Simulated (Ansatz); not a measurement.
The elements of this relaxed trial crystal are hidden behind letters.

```
lattice vectors (Å)
   3.3894    0.0000    0.0000
   0.0000    3.3894    0.0000
   0.0000    0.0000    4.8775
fractional positions
X 0.0000 0.0000 0.0000
Z 0.5000 0.5000 0.5000
Q 0.5000 0.0000 0.2341
Q 0.0000 0.5000 0.7659
Q 0.5000 0.0000 0.7659
Q 0.0000 0.5000 0.2341
```

Level of theory: DFT PBE, scalar-relativistic, plane waves, PAW in Ansatz 0.2.0. Settings of the last relaxation (6-atom cell): 420 eV, 8×8×6 k points, Gaussian smearing of 0.02 eV, collinear spin.

* Space group: P4/mmm (No. 123)
* Conventional cell: a = 3.389 Å, c = 4.877 Å
* Volume per atom: 9.34 Å³
* Density: 4.27 g/cm³
* Energy over the elements: −1.938 eV/atom
* Gap on the 8×8×6 mesh of the 6-atom cell: 1.43 eV
* Net moment per atom: 0.50 μB

Energies are uncorrected and count from the elements' standard states at the same level.

Task: X is an s-block element of period 2, Z is a d-block element of period 4 and Q is a p-block element of period 2. Which elements are they?

Result: X = Be, Z = Co, Q = F, so the formula is BeCoF4. Density times volume gives a mean mass of 4.27 × 9.34/1.6605 = 24.0 u per atom, and this set has 24.0 u. Around Be lie 8 F at 2.04 Å; Co has 8 F at 2.13 Å; F has 2 Be at 2.04 Å, 2 Co at 2.13 Å, 5 F at 2.28–2.40 Å and 1 F at 2.59 Å. Other sets within the hints have nearly the same mass, so mass alone doesn't settle it; this one was computed.

Kohn–Sham gaps at this level usually fall short of measured ones. No Hubbard U is applied to the 3d shell of Co. The magnetic state reached may not be the lowest. A structure relaxed within its symmetry needn't be a true minimum.
